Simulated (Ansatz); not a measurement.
Relaxed-ion elastic tensor of Ag (fcc (Cu type), Fm-3m) in GPa (Voigt order), DFT-LDA in the program Ansatz with PAW potentials; density 11.17 g/cm³, 16.03 Å³ per atom.

```
 167   125   125   0.0   0.0   0.0
 125   167   125   0.0   0.0   0.0
 125   125   167   0.0   0.0   0.0
 0.0   0.0   0.0  59.7   0.0   0.0
 0.0   0.0   0.0   0.0  59.7   0.0
 0.0   0.0   0.0   0.0   0.0  59.7
```

Is the crystal mechanically stable?

Yes: the smallest eigenvalue of C is 42.2 GPa.

Work out the Voigt, Reuss and Hill averages.

K_V = 139, K_R = 139, K_H = 139; G_V = 44.2, G_R = 34.5, G_H = 39.4 GPa.

Give Young's modulus, Poisson's ratio, Pugh's ratio and the universal anisotropy index.

E = 9KG/(3K + G) = 108 GPa; ν = 0.37; K/G = 3.52 (ductile by the Pugh limit of 1.75); A_U = 5G_V/G_R + K_V/K_R − 6 = 1.42.

Estimate the sound speeds and the Debye temperature.

v_l = √((K + 4G/3)/ρ) = 4140 m/s, v_t = √(G/ρ) = 1880 m/s, mean 2120 m/s; Θ = (h/k)(3n/4πV)^(1/3) v_m = 250 K.

Give the Zener ratio and Young's modulus along [100], [110] and [111].

A = 2C44/(C11 − C12) = 2.83; 1/E = S11 − 2(S11 − S12 − S44/2)Γ with Γ = 0, 1/4, 1/3 gives 60.3, 112, 157 GPa.

Solve the Christoffel equation for the three sound speeds along [100], [110], [111].

Eigenvalues of C_ijkl n_j n_l equal ρv². In km/s, slowest first: [100] 2.31, 2.31, 3.86; [110] 1.37, 2.31, 4.29; [111] 1.74, 1.74, 4.42.

The cell keeps a stress of up to 0.2 GPa. The cell was relaxed with LDA under the symmetry of its start. No spin polarisation was allowed. As this level gives no gap, shear constants depend on the k-mesh and smearing (Fermi–Dirac, 0.1 eV here).

Potentials: the earlier of the program's two PAW sets. The files were generated under PBE; for other functionals the program regenerates the frozen cores, and for LDA and PBEsol the local potential too.
